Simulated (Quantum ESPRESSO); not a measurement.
KTaO₃, space group Pm-3m (No. 221):

```yaml
crystal:
  lattice:
    - [3.98830, 0.00000, 0.00000]
    - [0.00000, 3.98830, 0.00000]
    - [0.00000, 0.00000, 3.98830]
  atoms:
    - { symbol: K, position: [0.50000, 0.50000, 0.50000] }
    - { symbol: O, position: [0.50000, 0.00000, 0.00000] }
    - { symbol: O, position: [0.00000, 0.50000, 0.00000] }
    - { symbol: O, position: [0.00000, 0.00000, 0.50000] }
    - { symbol: Ta, position: [0.00000, 0.00000, 0.00000] }
```
The cell was made here from an entry of the Crystallography Open Database (unchecked): atoms relaxed with PBE in the measured cell (PBE without dispersion, pw.x of a modified build of Quantum ESPRESSO, symmetry kept).  Stability against distortions was not tested. The run has no spin polarisation.

```json
[
 {"site": "K", "Wyckoff letter": "b", "site symmetry": "m-3m"},
 {"site": "O", "Wyckoff letter": "d", "site symmetry": "4/mmm"},
 {"site": "Ta", "Wyckoff letter": "a", "site symmetry": "m-3m"}
]
```

Cores are frozen. Against all-electron runs on small test molecules, this scheme's |Vzz| missed by −2 to +6 % on O.

**Question.** Where does symmetry force the field gradient to vanish or to be axial, and what does the PAW reconstruction of the field gradient on a scalar-relativistic PBE ground state (Quantum ESPRESSO, JTH datasets) give?

**Answer.** 
| site | by symmetry | Vzz (a.u.) | η_Q |
|---|---|---|---|
| K | vanishes (cubic site) | 0 | – |
| O | axial, η = 0 (an axis of order 3 or more) | 0.212 | 0.00 |
| Ta | vanishes (cubic site) | 0 | – |
